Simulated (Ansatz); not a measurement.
YSi₂:
```yaml
crystal:
  lattice:
    - [-1.67957, 1.67957, 4.92297]
    - [1.67957, -1.67957, 4.92297]
    - [1.67957, 1.67957, -4.92297]
  atoms:
    - { symbol: Y, position: [0.00000, 0.00000, 0.00000] }
    - { symbol: Si, position: [0.29685, 0.29685, 0.00000] }
    - { symbol: Si, position: [0.70315, 0.70315, 0.00000] }
```

Relaxed with PBEsol.

### Question
Decompose the optical modes at the zone centre into irreducible representations, and say which are infrared and Raman allowed.

### Answer
Point group 4/mmm: Γ_opt = A1g + A2u + Eg + Eu. Infrared: A2u, Eu. Raman: A1g, Eg.

### Question
Assign frequencies (DFPT, PBEsol in the plane-wave PAW code Ansatz).

### Answer
Eu 102, A2u 249, Eg 267, A1g 304 cm⁻¹.

Space group I4/mmm (MoSi2 or CaC2 type). The cell is a constructed one: a structure type filled with these elements; neither database checked (COD, Materials Project) lists it. COD files the formula under space group No. 191, so this cell is another polymorph or a model. Its standing as an ambient phase is unchecked. The PBEsol relaxation kept the symmetry of its start; of distortions, only those at the zone centre were tested. The run is not spin-polarised. As this level gives no gap, phonon frequencies hold no LO–TO term and depend on the k-mesh and smearing (Fermi–Dirac, 0.1 eV here).

Potentials: the later of the program's two PAW sets.
